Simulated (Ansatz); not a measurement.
**TlCl with Te replacing Cl: gradients before and after relaxing the atoms**

Start: a supercell of TlCl (CsCl type, Pm-3m) built from a Materials Project structure (computed, not necessarily an observed phase), with all atoms left at the host's positions.

Space group Fm-3m (No. 225); a = 15.3499 Å.

```csv
site,Wyckoff,site symmetry,x,y,z
Tl1,32f,.3m,0.3750,0.8750,0.8750
Tl6,32f,.3m,0.6250,0.1250,0.3750
Te,4b,m-3m,0.5000,0.0000,0.0000
Cl18,24d,m.mm,0.5000,0.2500,0.2500
Cl21,8c,-43m,0.7500,0.2500,0.2500
Cl24,24e,4m.m,0.7500,0.5000,0.5000
Cl28,4a,m-3m,0.0000,0.5000,0.5000
```

One atom of each set is listed; the run and its k-mesh use a cell of 32 atoms with edges of 10.85, 10.85, 10.85 Å.

Method: Kohn–Sham DFT in Ansatz, PBE, plane waves and PAW, scalar-relativistic, 420 eV cutoff, Γ-centred 2×2×2 k-points, Fermi–Dirac smearing 0.01 eV, cell charge -1.

The largest force at the start is 0.22 eV/Å. Relaxing the ions at fixed cell moves them by 0.091 Å at most (atom 30, Cl) and 0.043 Å rms.

```tsv
site	moved (Å)	first shell before	first shell after	V_zz before (10²¹ V/m²)	η before
Tl1	0.003	7 Cl at 3.32 Å, 1 Te at 3.32 Å	1 Te at 3.32 Å, 7 Cl at 3.32–3.38 Å	-18.46	0.00
Tl6	0.033	8 Cl at 3.32 Å	8 Cl at 3.28–3.36 Å	-0.85	0.00
Te	0.000	8 Tl at 3.32 Å	8 Tl at 3.32 Å	0.00	–
Cl18	0.000	8 Tl at 3.32 Å	8 Tl at 3.31–3.32 Å	0.61	0.17
Cl24	0.091	8 Tl at 3.32 Å	8 Tl at 3.28–3.38 Å	-0.72	0.00
```

Task: How do the gradients change?

Result: 

```csv
site,V_zz after,η after,change of V_zz
Tl1,-18.61,0.00,-0.15
Tl6,-0.71,0.00,+0.14
Te,0.00,–,0.00
Cl18,-0.24,0.71,–
Cl24,-0.83,0.00,-0.11
```

The largest change of V_zz along a kept axis is on Tl1, from -18.46 to -18.61. The whole tensor moves most on Cl18, by 0.57 along its most changed direction. In per cent, |V_zz| changes by -17 to +1 on Tl, +15 on Cl (all sites that start above 0.5, bar those whose gradient vanishes or changes sign or whose main axis turns by over 40°). On Cl18 the largest principal value lies along another axis in the second run, so the two V_zz can't be compared directly. Other sites without a gradient aren't listed.

The defect repeats with the cell of 32 atoms, so it feels its images: sites between two images don't show the values beside a lone defect, and zeros or small values of η there can come from the images' arrangement. A uniform background compensates the cell's charge. Spin–orbit coupling is left out, which shifts gradients on Tl by a few per cent in wide-gap crystals, and can shift them far more where the calculated gap is small or absent, as here.
Before: The neighbours have not yet relaxed around the defect (largest force 0.22 eV/Å), so a real crystal will differ.
After: The relaxation keeps the site symmetry m-3m of the start, so the impurity can't leave its site; a start off the site could end lower.
